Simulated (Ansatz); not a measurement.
Start of a relaxation of AlGa₃N₂:

```xyz
6
Lattice="2.3180 1.3383 5.1142 -2.3180 1.3383 5.1142 0.0000 -2.6766 5.1142" Properties=species:S:1:pos:R:3 pbc="T T T"
Al    0.0000    0.0000    7.6713
Ga    0.0000    0.0000   11.3702
Ga    0.0000    0.0000    3.9725
Ga    0.0000    0.0000    0.0000
N     0.0000    0.0000   13.3731
N     0.0000    0.0000    1.9695
```

All numbers below come from DFT PBE, scalar-relativistic, plane waves, PAW in Ansatz 0.2.0. Cutoff 420 eV, Gaussian smearing, Γ-centred meshes. Cell and atoms relax first on a coarse mesh and then on a finer one. In between, the cell is made exact in the group found at 0.06 Å. In metals the finer mesh still leaves noise of several meV/atom or more. The steps can't lower the symmetry of their start. No spin polarisation in the relaxation; trial moments died out in a coarse test.

A guess keeps its type if space group and coordination stay and the shape of the cell changes little (axis ratios within about 15 %, angles within 6°); the volume may change.

**Question.** Will the relaxed cell still be of the starting type?

**Answer.** It doesn't keep its type. The symmetry stays R-3m (No. 166). The volume per atom shrinks by 16.8 %, from 15.9 to 13.2 Å³. The shortest distance goes from 1.97 Å (Ga–N) to 2.06 Å (Al–N). The ratio c/a of the conventional cell changes by a factor of 3.13. Counting neighbours within 15 % of an atom's shortest distance, the start has Al 12, Ga 1/2, N 2 and the end Al 6, Ga 3/12, N 6. In detail, at the end around Al lie 6 N at 2.06 Å; Ga on a site of symmetry 3m has 3 N at 2.16 Å, 6 Ga at 2.98 Å, 3 Al at 2.99 Å and 3 Ga at 3.21 Å; around N lie 3 Al at 2.06 Å and 3 Ga at 2.16 Å; 1 more site not described.

```cif
data_structure
_symmetry_space_group_name_H-M 'R-3m:H'
_symmetry_Int_Tables_number 166
_cell_length_a 2.9803
_cell_length_b 2.9803
_cell_length_c 30.8895
_cell_angle_alpha 90.000
_cell_angle_beta 90.000
_cell_angle_gamma 120.000
_cell_volume 237.61
loop_
_atom_site_label
_atom_site_type_symbol
_atom_site_symmetry_multiplicity
_atom_site_Wyckoff_symbol
_atom_site_fract_x
_atom_site_fract_y
_atom_site_fract_z
_atom_site_occupancy
Al1 Al 3 b 0.66667 0.33333 0.83333 1
Ga1 Ga 6 c 0.00000 0.00000 0.75431 1
Ga2 Ga 3 a 0.00000 0.00000 0.00000 1
N1 N 6 c 0.00000 0.00000 0.86993 1
```

The last run used a 12×12×12 mesh for its 6-atom cell and Gaussian smearing of 0.10 eV. Weakly bound directions are ill-defined at this level, which has no dispersion term. A structure relaxed within its symmetry needn't be a true minimum.

In counts of neighbours, a slash parts the counts of unlike sites.
